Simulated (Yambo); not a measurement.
K2NiF6 (space group Fm-3m, No. 225), G0W0@PBEsol in Yambo with this input:

```
rim_cut
gw0
dyson
el_el_corr
HF_and_locXC
ppa
em1d
RandQpts= 1000000
RandGvec= 1 Ry
EXXRLvcs= 98 Ry
VXCRLvcs= 392 Ry
Chimod= "HARTREE"
% BndsRnXp
 5 | 200 |
%
NGsBlkXp= 7 Ry
% LongDrXp
 1.0 | 1.0 | 1.0 |
%
PPAPntXp= 27.2114 eV
% GbndRnge
 1 | 200 |
%
GTermKind= "BG"
DysSolver= "n"
ExtendOut
```

On a 2×2×2 mesh, with wavefunctions cut at 98 Ry, the gap (X → X) is 5.193 eV and the valence edge shifts by -1.533 eV.

Q: What happens with this change: no random integration?

A: The gap falls by 0.144 eV, to 5.049 eV; the shift of the valence edge becomes -1.214 eV. Neither run is shown to be the converged limit.

Geometry of the Materials Project entry, not relaxed at this level; primitive cell a = b = c = 5.6587 Å, α = β = γ = 60.00°.

The structure is a Materials Project entry; no match was found in the copy of COD used, and its stability was not checked.

The runs are not spin-polarised; magnetic order was not tried.

A shift is the quasiparticle energy of the state minus its PBEsol energy.
